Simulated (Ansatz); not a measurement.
Structure from Materials Project entry mp-1247117 (possibly hypothetical), not relaxed further. The listed cell was then made from it by scaling, straining or moving an atom.

An input for Pb: DFT, LDA, all-electron PAW with datasets made for the crystal, scalar-relativistic (Ansatz 0.2.0).

Command: `ansatz run input.yaml --threads 1 --pin off --max-ram 3072MiB --backend cpu --events-out ev --progress --plain --runs-dir out` The run took 6.5 s on 1 thread of Intel(R) Xeon(R) Platinum 8488C (Sapphire Rapids), on a shared host, peak memory 0.42 GiB.

```yaml
crystal:
  lattice:
    - [0.0, 3.5421700572, 3.4390000555]
    - [3.5421700572, 0.0, 3.4390000555]
    - [3.5421700572, 3.5421700572, 0.0]
  atoms:
    - { symbol: Pb, position: [0.0, 0.0, 0.0] }
    - { symbol: Pb, position: [0.25, 0.25, 0.25] }
kpoints:
  mp_grid: { grid: [8, 8, 8] }
scf:
  occupations: { method: fermi_dirac, width: 0.05 }
hamiltonian:
  xc: lda
  pseudopotentials: { kind: all_electron, datasets: crystal }
output:
  forces: true
  stress: true
  eigenvalues: true
  efg: { contact_densities: true }
```

The results part of the log:

```
SCF 1 converged in 9 iterations: F = -1135524.851557 eV  dr2 = 4.81e-9
  Residual-converged pass: ⟨swp⟩=3.0  Hψ=2110  notcnv=0  max |occ|·‖R‖ = 5.1e-6 eV (tolerance 5.3e-6 eV)  dr2=4.82e-9  dr2_onsite=2.20e-9  max |Δocc| = 1.1e-8
  greatest PAW one-centre occupation: 0.975 electrons in one spin orbital (limit 2), on the Pb atom at site 0 (counted from 0), in its partial waves of l = 2
SCF converged after 9 iterations
Free energy (F): -1135524.851557 eV
Harris-Foulkes:  -1135524.851557 eV  (|F-HF|=6.52e-9)
Internal energy: -1135524.847377 eV  (E = F + TS)
E sigma→0 (E₀):  -1135524.849467 eV
Entropy (-TS):   -0.004180 eV (-2.090 meV/atom)
Past the cutoff: the bands carry plane waves up to 1.75 times it, of which those up to 1.5 times it add -0.000753 eV an atom, each by itself; the spheres take 0.001374 eV an atom off the energy for waves past 1.75 times it
By the cutoff:   a pressure is off by up to 0.010 GPa (1.2 times the spheres' own share and the shells' term, over an atom's volume, and 0.004 GPa: a bound that held against runs at twice the plane waves)
Past the cutoffs: a stress includes 0.0019 GPa for waves and charges beyond them, in addition to the slope of what the spheres take
In the spheres:  the bands' charges fall short by 1.8e-6 e at most (sound up to 1e-3)
Fermi energy:    9.377756 eV
--- Per-component energies (eV) ---
  The terms above E_closure are by the made datasets' own strengths, without shells solved beside the bands.
--- Forces (eV/Å), atoms counted from 1 ---
  atom   1  Pb     0.00000000     0.00000000     0.00000000
  atom   2  Pb     0.00000000     0.00000000     0.00000000
  max |Σ_I F_I| component: 0.00e0 eV/Å
--- Stress (GPa, compression-positive) ---
       -2.427511       0.000000       0.000000
        0.000000      -2.427511       0.000000
        0.000000       0.000000      -2.021810
  P = ⅓ Tr σ = -2.2923 GPa (-22.923 kbar)
--- PAW observables at the nuclei: V_zz in 10²¹ V/m², potentials from the cell's mean, atoms counted from 1 ---
  atom   1  Pb V_zz =    +2.271721   η = 0.0000   by run symmetry: allowed
            electrostatic potential = -17469.269892 V   contact ρ = 16457110.447060 e/Å³
  atom   2  Pb V_zz =    +2.271721   η = 0.0000   by run symmetry: allowed
            electrostatic potential = -17469.269892 V   contact ρ = 16457110.447060 e/Å³
--- Band table (eV; the first three rows and the last of 59) ---
  k-point 0: bands = ["-7.6671", "-7.6514", "-7.6514", "-7.5901", "-7.5825", "-7.2218", "-7.2218", "-7.2049", "-7.2020", "-7.1929", "-1.4996", "5.0074", "9.6651", "9.6651", "9.8369", "11.6175", "11.7427"]
  k-point 1: bands = ["-7.6760", "-7.6645", "-7.6522", "-7.5708", "-7.5647", "-7.2440", "-7.2404", "-7.2193", "-7.1780", "-7.1756", "-1.3766", "4.6077", "9.4043", "9.4231", "9.5652", "11.8613", "12.0361"]
  k-point 2: bands = ["-7.6930", "-7.6808", "-7.6454", "-7.5406", "-7.5359", "-7.2715", "-7.2640", "-7.2379", "-7.1624", "-7.1531", "-1.0280", "3.6868", "8.8628", "9.0030", "9.1463", "12.4578", "12.4971"]
  k-point 58: bands = ["-7.7061", "-7.7061", "-7.5563", "-7.5563", "-7.3895", "-7.3895", "-7.3101", "-7.3101", "-7.1300", "-7.1300", "0.9824", "0.9824", "7.4456", "7.4456", "10.1091", "10.1091", "16.1535"]
```
